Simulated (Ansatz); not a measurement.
This SnPb3Se4 structure is the end of a relaxation. The cell was found from a structure generator's guess, not taken from experiment.

All numbers below come from Ansatz, DFT PBE, scalar-relativistic, plane waves, PAW. Cutoff 420 eV, Γ-centred mesh, Gaussian smearing, no spin polarisation.

```xyz
8
Lattice="4.3712 0.0000 0.0000 0.0000 4.3712 0.0000 0.0000 0.0000 12.3634" Properties=species:S:1:pos:R:3 pbc="T T T"
Sn    2.1856    2.1856    6.1817
Pb    0.0000    0.0000    9.2570
Pb    2.1856    2.1856    0.0000
Pb    0.0000    0.0000    3.1064
Se    0.0000    0.0000    0.0000
Se    2.1856    2.1856    3.1397
Se    0.0000    0.0000    6.1817
Se    2.1856    2.1856    9.2237
```

Energies over the elements count from the elements' standard structures at the same level, with no fitted energy shifts. The references include grey tin.

Question: What space group does it have?

Answer: P4/mmm (No. 123), with Sn and Pb ordered on rock salt sites. Conventional cell: a = 4.371 Å, c = 12.363 Å. Sn is surrounded by 6 Se at 3.04–3.09 Å; around Pb on a site of symmetry 4mm lie 6 Se at 3.08–3.11 Å; around Pb on a site of symmetry 4/mmm lie 6 Se at 3.09–3.14 Å; Se on a site of symmetry 4/mmm has 6 Pb at 3.09–3.11 Å; 2 more sites not described.

Question: What is its formation energy per atom?

Answer: −0.53 eV/atom. It lies below the elements, which doesn't yet make it stable against other compounds or structures.

Question: Is it a metal?

Answer: It can't be told: by band count a gap of 0.02 eV opens on the 10×10×4 mesh, less than the smearing, so the run treats the cell as a metal.

The last run used a 10×10×4 mesh (in the run's order of axes) for its 8-atom cell and Gaussian smearing of 0.10 eV. Spin–orbit coupling, which can matter for Pb, is left out. The reference form of Se is held partly by dispersion forces, which this level lacks. A structure relaxed within its symmetry needn't be a true minimum.
